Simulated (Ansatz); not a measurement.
## Zn (dhcp): energy against volume

Method: DFT, RPBE, plane waves (420 eV) with PAW, scalar-relativistic (Ansatz 0.2.0). The PAW files were generated under PBE, with cores re-solved for the functional.

The cell is scaled uniformly from the relaxed one, with fractional coordinates and shape fixed. Energies are extrapolated to zero smearing, pressures are those at the given smearing. Magnetic state: spin not included.

A Birch-Murnaghan fit gives V₀ = 15.91 Å³/atom, B₀ = 61 GPa, B₀′ = 5.6.

(1) What are the energy above the minimum and the pressure at 15.275 Å³/atom?

(2) What are the energy above the minimum and the pressure at 16.548 Å³/atom?

(3) What are the energy above the minimum and the pressure at 17.821 Å³/atom?

Results:

(1) 5.2 meV/atom and 2.87 GPa as computed.

(2) 4.5 meV/atom and -2.07 GPa as computed.

(3) 34.4 meV/atom and -4.97 GPa as computed.
